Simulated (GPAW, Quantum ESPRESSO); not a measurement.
Given: the input of a run of GPAW 26.7.0 (ASE script) on ZnMo3. Atoms were shifted at random by some hundredths of an Å from the given cell, which wasn't relaxed again for these runs. The cell comes from a database or a generator and needn't be the stable form of this composition.

File run.py:

```python
from ase import Atoms
from ase.dft.bandgap import bandgap
from ase.io import write
from ase.units import GPa
from gpaw import GPAW, PW

atoms = Atoms(['Mo', 'Mo', 'Mo', 'Zn'],
              cell=[[3.943154, 0.0, 0.0],
                    [0.0, 3.943154, 0.0],
                    [0.0, 0.0, 3.943154]],
              scaled_positions=[[0.488381, 0.500534, -0.000098],
                                [0.504653, -0.006005, 0.501594],
                                [-0.001277, 0.505662, 0.484557],
                                [-0.002095, 0.00242, -0.006816]],
              pbc=True)

calc = GPAW(mode=PW(600),
            xc='PBE',
            kpts={'size': (7, 7, 7), 'gamma': True},
            occupations={'name': 'fermi-dirac', 'width': 0.05},
            nbands=47,
            convergence={'density': 1e-05, 'energy': 1e-05},
            maxiter=150,
            txt='gpaw.txt')
atoms.calc = calc
energy = atoms.get_potential_energy()
forces = atoms.get_forces()
stress = atoms.get_stress()
calc.write('gs.gpw')
write('result.traj', atoms)
print(f'Energy: {energy:.6f} eV')
print('Forces (eV/A):')
print(forces.round(4))
print('Stress (GPa):', (stress / GPa).round(3))
print('Fermi level:', round(calc.get_fermi_level(), 4), 'eV')
print(f'Gap: {bandgap(calc)[0]:.4f} eV, direct: {bandgap(calc, direct=True)[0]:.4f} eV')
```

Potentials or basis: GPAW PAW data sets (gpaw-data 1.2.1), pw.

Launch:

```sh
$ OMP_NUM_THREADS=1 python run.py
```

Question: What does the same run look like in Quantum ESPRESSO 7.5? Potentials or basis there: SSSP 1.3 efficiency PBE, cutoff 816 eV.

Answer: As run (cutoffs and basis follow the program's own potentials, and thresholds, step limits or extra output files can differ):

File pw.in:

```
&CONTROL
  calculation = 'scf'
  prefix = 'pwscf'
  outdir = './tmp'
  pseudo_dir = './pseudo'
  tprnfor = .true.
  tstress = .true.
  disk_io = 'nowf'
/
&SYSTEM
  ibrav = 0
  nat = 4
  ntyp = 2
  ecutwfc = 60
  ecutrho = 440
  nbnd = 42
  occupations = 'smearing'
  smearing = 'fd'
  degauss = 0.00367493
/
&ELECTRONS
  conv_thr = 8d-10
  electron_maxstep = 120
  mixing_beta = 0.5
/
ATOMIC_SPECIES
Mo    95.9500 Mo_ONCV_PBE-1.0.oncvpsp.upf
Zn    65.3800 Zn_pbe_v1.uspp.F.UPF
CELL_PARAMETERS angstrom
   3.9431540000    0.0000000000    0.0000000000
   0.0000000000    3.9431540000    0.0000000000
   0.0000000000    0.0000000000    3.9431540000
ATOMIC_POSITIONS crystal
Mo     0.4883810000    0.5005340000   -0.0000980000
Mo     0.5046530000   -0.0060050000    0.5015940000
Mo    -0.0012770000    0.5056620000    0.4845570000
Zn    -0.0020950000    0.0024200000   -0.0068160000
K_POINTS automatic
7 7 7 0 0 0
```

Potentials or basis: SSSP 1.3 efficiency PBE.

Run with:

```bash
$ OMP_NUM_THREADS=1 pw.x -in pw.in > pw.out
```

Both were run:

|  | GPAW | Quantum ESPRESSO |
| --- | --- | --- |
| Pressure | -1.3 GPa | -1.1 GPa |
| Largest force | 0.572 eV/Å | 0.575 eV/Å |
| Energy over the undisturbed cell | 8.6 meV/atom | 8.7 meV/atom |

The potentials hold 54 and 62 valence electrons a cell.

Pressure is positive in compression.
